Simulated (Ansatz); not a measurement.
CaSi (CrB-type structure)

Method: PBEsol, scalar-relativistic; no spin polarisation; PAW, 420 eV, Γ-centred 8×8×8 mesh, 0.05 eV Gaussian smearing; code Ansatz; PAW files: Ansatz's generated set soft_2.

```xyz
4
Lattice="2.2363 -5.3266 0.0000 2.2363 5.3266 0.0000 0.0000 0.0000 3.8646" Properties=species:S:1:pos:R:3 pbc="T T T"
Ca    2.2363   -3.8414    0.9662
Ca    2.2363    3.8414    2.8985
Si    2.2363   -0.7372    0.9662
Si    2.2363    0.7372    2.8985
```

The start was a prototype's sites filled with these elements; the Crystallography Open Database holds the compound in this structure.

The cell is relaxed to zero pressure at this level.

Path: Γ–Y–C0 | Σ0–Γ–Z–A0 | E0–T–Y | Γ–S–R–Z–T, with Γ = (0.000, 0.000, 0.000), Y = (-0.500, 0.500, 0.000), C0 = (-0.294, 0.706, 0.000), Σ0 = (0.294, 0.294, 0.000), Z = (0.000, 0.000, 0.500), A0 = (0.294, 0.294, 0.500), E0 = (-0.294, 0.706, 0.500), T = (-0.500, 0.500, 0.500), S = (0.000, 0.500, 0.000), R = (0.000, 0.500, 0.500) in reciprocal vectors of the calculation's cell.

Q: Is it a metal or an insulator, and if it has a gap, where are the band edges on this path?

A: A metal: bands cross the Fermi level.

Bands as a text map, energy in eV from the Fermi level (dashes), each leg drawn with the same width:
```
  4.86 |** ***** ****  ****  ** ** ********   ***** *     ******   *  **
  4.57 |   **  ********     *              * **    ***   * *        **  
  4.29 |   **********   *    **       **     * **     * **              
  4.00 |*** **** ***** * *****  ***         * ******* ** ******         
  3.71 |**            * * * *  *    **  *    **  ********  *   ****     
  3.43 |* **  *        * ******    *          *  *** ********      *    
  3.14 |******   *******  **  *    ***      *  ***    ***  * *          
  2.86 |********* *  **  ***   ****      * * * *******   **   ********  
  2.57 |   *******    ***    **       *   **  ***  **                ***
  2.29 |     ** * ******    *              ** * *                       
  2.00 |     *** *     *     *         * *  *****   **                  
  1.71 |    *     *****                 *   *        ****               
  1.43 |   *   *  ***   *               *     *        ***              
  1.14 |***      ******   * **         * ***  *  *** ***  *           **
  0.86 |**      **     * ****         *    *     ** *    * *         *  
  0.57 |  *     *       *          ***      *      *                *   
  0.29 |   **  *            * *   *          * *          * ***         
  0.00 |-----**-*----------*-*--**-----------****----------*---*---*----
 -0.29 |******   *       **  * *            *   ****            ***     
 -0.57 |                *     *                                         
 -0.86 |     ***  *           *            *   **   ******              
 -1.14 |    *   *****  *                 ***  *           *        *****
 -1.43 |   *         **        **       *    *             *   ****     
 -1.71 |********       ****   *  *    **    *   *****         *         
 -2.00 |  *  *  *********   ***   ****       ****  ***** ** **          
 -2.29 |***** *          ****               *    **   ***  *            
 -2.57 |**     *         ***   ****              **        *  *****     
 -2.86 |                           ***                   *  **     *    
        Γ    Y     CΣ     Γ    Z    AE    T     YΓ     S    R    Z     T
``` The relaxed cell is 5 % smaller in volume than the cell of this structure in the Crystallography Open Database (24.22 Å³/atom, 1950).
